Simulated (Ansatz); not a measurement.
Ni5Ge3 (C2/c): electronic heat capacity and spin susceptibility from the density of states

Method: DFT PBEsol, scalar-relativistic, plane waves, PAW (Ansatz 0.2.0).

Plane waves to 420 eV, a k mesh through Γ of 8×8×8 on the computed 16-atom cell and Gaussian smearing (0.10 eV); no spin polarisation.

Relaxed cell: C2/c, a = 10.687 Å, b = 6.655 Å, c = 6.284 Å, α = 90.00°, β = 120.90°, γ = 90.00°, 16 atoms in the primitive cell. Whether it is the stable form of this composition wasn't checked.

The density of states at the Fermi level is 10.117 states/eV in the cell of 16 atoms (2 formula units; both spins, tetrahedra on a 12×12×12 mesh). Averaged over bins of 0.1 eV the density runs from 7.8 to 11.0 states/eV within 0.2 eV of the Fermi level, so the figure hangs on the exact place of that level.

What Sommerfeld coefficient and Pauli susceptibility does this give?

Per formula unit N(E_F) = 5.059 states/eV. γ = (π²/3) k_B² N(E_F) N_A = 2.357 mJ/(mol K²) per state/eV, so γ = 11.9 mJ/(mol K²), a mole of formula units. χ_P = μ_B² N(E_F) N_A = 3.23×10⁻⁵ emu/mol per state/eV gives 16.4×10⁻⁵ emu/mol. This is the bare band result: a measured γ of the same phase is as a rule larger by a factor 1 + λ from phonons and spin fluctuations, the spin part of χ is larger by the Stoner factor, and a measured χ also holds orbital and core terms. N(E_F) at one energy is sensitive to the mesh where the density of states has sharp peaks.

A ferromagnetic start lost its moments in a first run, so spin was left out; other magnetic orders weren't tried.

Cost: 1 run of about 19 core-minutes, on Oxide Virtual Turin-like Processor (Zen 5) (shared hosts).